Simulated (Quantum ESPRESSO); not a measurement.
# Moving one atom in ZnIn3O5F

The results below are calculated, not measured. They come from pw.x of Quantum ESPRESSO 7.5, a plane-wave density functional program, with PseudoDojo standard norm-conserving files (v0.5 for PBE, v0.4.1 for LDA and PBEsol). The cells are made up: elements, strain and atom displacements were drawn at random, and nothing was relaxed. There is no spin polarisation, spin-orbit coupling or dispersion term.

The cell has 10 sites of a corundum lattice. Sites 1 to 4 hold Zn In In In; sites 5 to 10 hold O O O O F O. Cell vectors in Å: (2.752, 1.589, 4.874); (-2.752, 1.589, 4.874); (0.000, -3.178, 4.874). Settings: PBE, cutoff 1143 eV, 5 x 5 x 5 k mesh shifted by half a step, Fermi-Dirac smearing of 0.025 eV.

Each run shifts the F atom on site 9 along z and leaves all else fixed. Site 3 is one of its nearest neighbours. E is the free energy of the cell above the lowest run shown.

| run | shift (Å) | Fz on site 9 (eV/Å) | Fz on site 3 (eV/Å) | P (GPa) | E (meV) |
| --- | --- | --- | --- | --- | --- |
| 1 | -0.0767 | 0.042 | -1.434 | 3.57 | 0.0 |
| 2 | -0.0498 | -0.098 | -1.410 | 3.59 | 0.8 |
| 3 | -0.0309 | -0.196 | -1.396 | 3.60 | 3.5 |
| 4 | 0.0409 | -0.566 | -1.353 | 3.74 | 30.9 |
| 5 | 0.0508 | -0.617 | -1.349 | 3.76 | 36.7 |
| 7 | 0.0794 | -0.764 | -1.338 | 3.85 | 56.5 |
| 6 | 0.0588 | ? | ? | ? | ? |

A rerun of one of these cells at 1437 eV and k mesh 7 x 7 x 7 moved values by no more than 0.003 eV in the cell's energy, 0.03 GPa in stress and 0.002 eV/Å in force.

## Worked fit

A parabola through the six runs shown gives Fz on site 9 = -0.356 - 5.16 u + 0.2 u² eV/Å, with u in Å and a scatter of 0.001 eV/Å. Minus the slope, 5.16 ± 0.01 eV/Å², is this atom's force constant along z at u = 0, with its periodic images moving too. The fitted force vanishes at u = -0.069 Å, where the energy should be lowest along this line. The error is the larger of the fit's own and the change that a cubic makes, rounded up.

## Withheld run

Question: what Fz on site 9 should run 6 give?

The fit gives -0.659 eV/Å. The calculation gave -0.658 eV/Å.

| run | shift (Å) | Fz on site 9 (eV/Å) | Fz on site 3 (eV/Å) | P (GPa) | E (meV) |
| --- | --- | --- | --- | --- | --- |
| 6 | 0.0588 | -0.658 | -1.346 | 3.79 | 41.8 |